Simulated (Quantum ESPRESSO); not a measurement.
```cif
data_CuLuS2
_chemical_formula_sum 'S2 Cu1 Lu1'
_space_group_name_H-M_alt 'P3m1'
_space_group_IT_number 156
_space_group_name_Hall 'P 3 -2"'
_cell_length_a 3.77075
_cell_length_b 3.77075
_cell_length_c 5.94127
_cell_angle_alpha 90.000
_cell_angle_beta 90.000
_cell_angle_gamma 120.000
loop_
_atom_site_label
_atom_site_type_symbol
_atom_site_symmetry_multiplicity
_atom_site_Wyckoff_symbol
_atom_site_fract_x
_atom_site_fract_y
_atom_site_fract_z
_atom_site_occupancy
S1 S 1 a 0.00000 0.00000 0.76968 1
S2 S 1 b 0.33333 0.66667 0.27554 1
Cu1 Cu 1 a 0.00000 0.00000 0.39188 1
Lu1 Lu 1 c 0.66667 0.33333 0.00591 1
```

The PBEsol cell relaxed from Materials Project entry mp-1001780 was given an isotropic strain of -0.7 % on all lattice vectors, and the atoms were relaxed again.

Question: What does PBEsol (Quantum ESPRESSO, PseudoDojo norm-conserving, 100 Ry, no spin-orbit coupling) give for the electronic structure near the Fermi level?

Answer: The PBEsol gap is indirect, 1.12 eV, from Γ to L; the smallest direct gap is 1.83 eV. The 3d shell has no Hubbard U; the runs are without spin polarisation, and magnetic order was not tried. The 4f states are in the valence at their DFT position.

The structure is a Materials Project entry; no match was found in the copy of COD used, and its stability was not checked.
